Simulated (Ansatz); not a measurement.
The relaxed structure here is a generated cell of Nb: the first start was made by placing the elements on the sites of a structure type, and the end was not matched to a known phase here, so it may be hypothetical. Known forms of Nb include space group No. 229.

A relaxed cell of Nb (I4/mmm (No. 139)), relaxed on a k-mesh at least as fine as the one used below. Level of theory: PBEsol (plane waves to 420 eV, PAW, scalar-relativistic; Ansatz, a program for electronic structure). Γ-centred k-mesh 14×14×9 on the run's cell (coarser than for final values), Fermi–Dirac smearing 0.05 eV.

```yaml
crystal:
  lattice:
    - [-1.35557, 1.35557, 2.42752]
    - [1.35557, -1.35557, 2.42752]
    - [2.71114, 2.71114, -4.85505]
  atoms:
    - { symbol: Nb, position: [0.00000, 0.00000, 0.00000] }
    - { symbol: Nb, position: [0.00000, 0.00000, 0.50000] }
```

The atoms are displaced by (Å):

```json
[
 {"atom": "Nb1", "ux": "0.060", "uy": "-0.059", "uz": "0.007"},
 {"atom": "Nb2", "ux": "0.018", "uy": "-0.034", "uz": "-0.027"}
]
```

Q: What forces (eV/Å) and pressure result?

A: 
| atom | Fx | Fy | Fz |
|---|---|---|---|
| Nb1 | -0.43 | 0.24 | -0.16 |
| Nb2 | 0.43 | -0.24 | 0.16 |

Pressure +0.1 GPa.

The undisplaced cell is probably no minimum: from this displacement the run went on to Im-3m (No. 229), 0.15 eV/atom below it.

No spin polarisation in the result.
